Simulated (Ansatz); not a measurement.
The start is a relaxed GaP cell with every coordinate shifted by Gaussian noise of σ = 0.1 Å. The structure is fully relaxed (lattice and positions, P = 0) with PBEsol (plane waves to 420 eV, PAW, scalar-relativistic; Ansatz, a first-principles code). The first steps use a coarse 7×7×7 k-mesh.

The start:
```
CELL_PARAMETERS angstrom
      0.00000     2.71949     2.71949
      2.71949     0.00000     2.71949
      2.71949     2.71949     0.00000
ATOMIC_POSITIONS crystal
  P  0.78326 0.72353 0.75931
  Ga 0.00412 0.97805 0.95175
```

Task: How large is the pressure on the unrelaxed cell, and of which sign?

Result: +3.6 GPa (positive: the cell is compressed).

Task: By how much does the energy per atom fall from start to end?

Result: 0.24 eV/atom.

Task: How do the shortest distances between atoms change?

Result: The closest pairs of elements (up to four, under 3.6 Å), start → end: Ga–P 2.10 → 2.36 Å.

Task: Is the relaxed structure metallic? Give its gap.

Result: 1.45 eV, indirect (valence top at Γ, conduction bottom at 87 % of the way from Γ to X) (no spin-orbit coupling).

Final structure:

Space group F-43m (No. 216); a = b = c = 5.4390 Å, α = β = γ = 90.00°

```csv
atom,site,symmetry,x,y,z
P,4c,-43m,0.2500,0.2500,0.2500
Ga,4b,-43m,0.5000,0.5000,0.5000
```
(The calculation used a cell of 2 atoms; values per cell refer to that cell.)

Final values are on a 11×11×11 k-mesh of the relaxed cell. No spin polarisation in the result.
